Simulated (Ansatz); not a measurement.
SiC:
```cif
data_C4Si4
_chemical_formula_sum 'Si4 C4'
_space_group_name_H-M_alt 'P63mc'
_space_group_IT_number 186
_space_group_name_Hall 'P 6c -2c'
_cell_length_a 3.07776
_cell_length_b 3.07776
_cell_length_c 10.07751
_cell_angle_alpha 90.000
_cell_angle_beta 90.000
_cell_angle_gamma 120.000
loop_
_atom_site_label
_atom_site_type_symbol
_atom_site_symmetry_multiplicity
_atom_site_Wyckoff_symbol
_atom_site_fract_x
_atom_site_fract_y
_atom_site_fract_z
_atom_site_occupancy
Si1 Si 2 b 0.33333 0.66667 0.43784 1
Si2 Si 2 a 0.00000 0.00000 0.18789 1
C1 C 2 b 0.33333 0.66667 0.24980 1
C2 C 2 a 0.00000 0.00000 0.00046 1
```

This is the r²SCAN-relaxed structure.

### Question
All from plane-wave PAW r²SCAN (Ansatz code), unless another level is named. Estimate the Bader charges.

### Answer
Si +2.87 to +2.88, C -2.88 to -2.87 e.

### Question
What about the largest static χ(2) component?

### Answer
18 pm/V.

### Question
Predict the static dielectric constant ε0 (ions relaxed, cell fixed).

### Answer
9.75 (xx = yy), 10.4 (zz).

Space group P6_3mc (4H polytype). The cell was relaxed with r²SCAN under the symmetry of its start; phonons on a q-mesh show no instability.

Potentials: the earlier of the program's two PAW sets.
